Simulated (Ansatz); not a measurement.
Relaxed-ion elastic tensor of GeTePb₂Se₂ in space group P3m1 (No. 156; Pearson symbol hP6) in GPa (Voigt order), the program Ansatz at the r²SCAN+D4 level (PAW); density 7.39 g/cm³, 28.92 Å³ per atom.

```
      1     2     3     4     5     6
-  ----  ----  ----  ----  ----  ----
1  78.6  22.8  23.4  -8.4   0.0   0.0
2  22.8  78.6  23.4   8.4   0.0   0.0
3  23.4  23.4  40.1   0.0   0.0   0.0
4  -8.4   8.4   0.0  14.9   0.0   0.0
5   0.0   0.0   0.0   0.0  14.9  -8.4
6   0.0   0.0   0.0   0.0  -8.4  27.9
```

Is the crystal mechanically stable?

Yes: the smallest eigenvalue of C is 10.8 GPa.

Work out the Voigt, Reuss and Hill averages.

K_V = 37.4, K_R = 33.8, K_H = 35.6; G_V = 20.1, G_R = 15.5, G_H = 17.8 GPa.

Give Young's modulus, Poisson's ratio, Pugh's ratio and the universal anisotropy index.

E = 9KG/(3K + G) = 45.7 GPa; ν = 0.29; K/G = 2.00 (ductile by the Pugh limit of 1.75); A_U = 5G_V/G_R + K_V/K_R − 6 = 1.60.

Estimate the sound speeds and the Debye temperature.

v_l = √((K + 4G/3)/ρ) = 2830 m/s, v_t = √(G/ρ) = 1550 m/s, mean 1730 m/s; Θ = (h/k)(3n/4πV)^(1/3) v_m = 168 K.

Solve the Christoffel equation for the three sound speeds along x, y, z.

Eigenvalues of C_ijkl n_j n_l equal ρv² (piezoelectric stiffening left out). In km/s, slowest first: x 1.21, 2.08, 3.26; y 1.37, 1.94, 3.28; z 1.42, 1.42, 2.33.

How much does each axis shrink under pressure?

Linear compressibilities β_i = Σ_j S_ij (j = 1 to 3): x 5.6, y 5.6, z 18 per TPa.

The first step of the workflow began from a Materials Project structure, measured or hypothetical; the Crystallography Open Database copy checked does not list it. Its standing as an ambient phase is unchecked. Symmetry was held in the r²SCAN+D4 relaxation; its stability against distortions is not shown here. Scalar-relativistic: spin–orbit coupling is off unless named, which matters more the heavier the elements.

Potentials: the later of the program's two PAW sets.
